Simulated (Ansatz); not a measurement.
Ansatz 0.2.0, relaxation: La₂Hg₆Ge₃

Input:

```yaml
crystal:
  lattice:
    - [8.543677, 0.0, 0.0]
    - [-4.271839, 7.399045, 0.0]
    - [0.0, 0.0, 4.599009]
  atoms:
    - { symbol: Hg, position: [0.188, 0.0, 0.0] }
    - { symbol: Hg, position: [0.812, 0.812, 0.0] }
    - { symbol: Hg, position: [0.0, 0.188, 0.0] }
    - { symbol: Ge, position: [0.3775, 0.0, 0.5] }
    - { symbol: Ge, position: [0.6225, 0.6225, 0.5] }
    - { symbol: Ge, position: [0.0, 0.3775, 0.5] }
    - { symbol: La, position: [0.3333, 0.6667, 0.0] }
    - { symbol: La, position: [0.6667, 0.3333, 0.0] }
    - { symbol: Hg, position: [0.7089, 0.0, 0.5] }
    - { symbol: Hg, position: [0.2911, 0.2911, 0.5] }
    - { symbol: Hg, position: [0.0, 0.7089, 0.5] }
  symmetry: { tolerance: 0.0003 }
kpoints:
  mp_grid: { grid: [5, 5, 7], shift: [0, 0, 0] }
magnetization:
  spin_polarized: false
scf:
  occupations: { method: fermi_dirac }
  lower_state_search: "off"
hamiltonian:
  pseudopotentials: { kind: paw }
  xc: pbe
basis:
  ecutwfc: 420
  fft_grid_basis: typed
relax:
  max_steps: 60
  cell: { p_target: 0.0 }
output:
  forces: true
  stress: true
  eigenvalues: true
  bader: false
  populations: true
  elf: true
  write_potential: true
  volumetric_format: npy
  dos:
    e_range: [-12, 8]
    de: 0.05
    projected: { site_lists: { Ge: [Ge], Hg: [Hg], La: [La] } }
  write_density: true
checkpoint:
  read: saved_state
```

Run with:

```bash
ansatz run input.yaml --threads 2 --pin off --max-ram 3584MiB --backend cpu --events-out ev --progress --plain --runs-dir out
```

Origin of the cell: a known structure type with other elements, at an estimated volume, so it need not be a known compound.

The smearing width isn't typed, so it takes its default of 0.1 eV.

The saved state is a converged single point of the same cell.

Steps («new basis» is an SCF on plane waves selected anew at the same cell):

```tsv
step	ΔF (meV/atom)	max force component (eV/Å)	P (GPa)	volume (Å³)	SCF iterations	step was
1	0.0	1.216	-2.16	290.73	8	accepted
2	-39.6	0.410	0.34	272.91	8	accepted
3	-44.6	0.113	-0.21	274.90	7	accepted
4	-45.4	0.038	0.08	273.34	7	accepted
5	-45.5	0.033	-0.17	274.56	7	accepted
6	-45.6	0.007	0.04	273.46	7	accepted
7	-45.6	0.001	0.00	273.67	6	accepted
8	-45.2	0.001	0.00	273.67	7	new basis
```

Before:

Space group P-62m (No. 189); the run's cell has a = 8.544 Å, b = 8.544 Å, c = 4.599 Å, α = 90.00°, β = 90.00°, γ = 120.00°. Shortest distances: Hg–Hg 2.78 Å, Ge–Hg 2.81 Å, Ge–La 3.53 Å.

After:

Space group P-62m (No. 189); the run's cell has a = 8.465 Å, b = 8.465 Å, c = 4.410 Å, α = 90.00°, β = 90.00°, γ = 120.00°. Shortest distances: Ge–Hg 2.65 Å, Hg–Hg 2.99 Å, Ge–La 3.40 Å, Hg–La 3.50 Å.

```xyz
11
Lattice="8.4650 0.0000 0.0000 -4.2325 7.3309 0.0000 0.0000 0.0000 4.4100" Properties=species:S:1:pos:R:3 pbc="T T T"
Hg    1.7272    0.0000    0.0000
Hg    3.3689    5.8351    0.0000
Hg   -0.8636    1.4958    0.0000
Ge    3.3762    0.0000    2.2050
Ge    2.5444    4.4070    2.2050
Ge   -1.6881    2.9239    2.2050
La    0.0000    4.8873    0.0000
La    4.2325    2.4436    0.0000
Hg    6.0271    0.0000    2.2050
Hg    1.2189    2.1112    2.2050
Hg   -3.0136    5.2196    2.2050
```

* Free energy lowered by: 45.2 meV/atom
* Volume change: -5.87 %
* Final pressure: 0.00 GPa
* Relaxation steps listed: 8
* Gap on the mesh: none (metal)

Caveats: no spin-orbit coupling, though heavy elements are present; the relaxation held the start's symmetry, so the end may be a saddle point.

Time: 6.8 min on 2 threads of Arm Neoverse V1, on a shared host, peak memory 0.97 GiB, from a saved density.
